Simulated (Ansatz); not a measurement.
## Guessed and relaxed cells of LiBH₃

A trial structure of LiBH₃ was built thus: perovskite family, tilts a0a0c+, polar shift along [011] (Cm, No. 8) (A site Li; B site B; X site H). Lengths were set from tabulated atomic sizes, so they are only a guess.

start.xyz

```xyz
10
Lattice="3.4279 -3.4279 0.0000 3.4279 3.4279 0.0000 0.0000 0.0000 3.4279" Properties=species:S:1:pos:R:3 pbc="T T T"
Li    3.5239    0.0000    1.6179
Li    0.0960    0.0000    1.6179
B     1.8100   -1.7139    3.3319
B     1.8100    1.7139    3.3319
H     1.8168    0.0000    0.0000
H     3.4279   -1.8168    0.0000
H     1.7139   -1.7139    1.7139
H     5.0390    0.0000    0.0000
H     3.4279    1.8168    0.0000
H     1.7139    1.7139    1.7139
```

Computed with DFT PBE, scalar-relativistic, plane waves, PAW (Ansatz). Cutoff 420 eV, Gaussian smearing, Γ-centred meshes. Cell and atoms relax first on a coarse mesh and then on a finer one. In between, the cell is made exact in the group found at 0.06 Å. In metals the finer mesh still leaves noise of several meV/atom or more. The steps can't lower the symmetry of their start. No spin polarisation.

end.xyz

```xyz
5
Lattice="3.9321 0.0000 0.0000 0.0000 2.7253 0.0000 -1.8553 0.0000 3.5103" Properties=species:S:1:pos:R:3 pbc="T T T"
Li   -1.3738    0.0000    2.7594
B     0.6869    1.3626    1.6431
H     0.8886    0.0000    2.1602
H     1.2506    1.3626    0.5517
H    -0.5291    1.3626    1.4646
```

The symmetry goes from Cm (No. 8) to Pm (No. 6), and the primitive cell from 10 to 5 atoms. The volume per atom shrinks by 6.6 %, from 8.1 to 7.5 Å³. The shortest distance goes from 1.62 Å (B–H) to 1.23 Å (B–H). The energy falls by about 0.37 eV/atom (the start's value is from the coarse mesh). The end is written in a standard setting, so origin, axes and order of atoms can differ from the start's.

```
Volume per atom                             : 7.52 Å³
Density                                     : 0.92 g/cm³
Energy over the elements                    : +0.03 eV/atom
Gap on the 12×14×12 mesh of the 5-atom cell : 0 eV (a metal)
```

Formation energies are uncorrected and refer to the elements' standard structures at the same level (H₂ as a molecule). The formation energy is too near zero to say whether this cell lies below the elements.

The last run used Gaussian smearing of 0.10 eV. For metals, differences of a few meV/atom aren't resolved. The cell is a metal run without spin; a magnetic state may lie lower. With hydrogen, zero-point motion can shift formation energies by some tens of meV/atom. A structure relaxed within its symmetry needn't be a true minimum. In all, the 3 runs took 11 min on 1 thread of AMD EPYC (Zen 3), on a shared host.
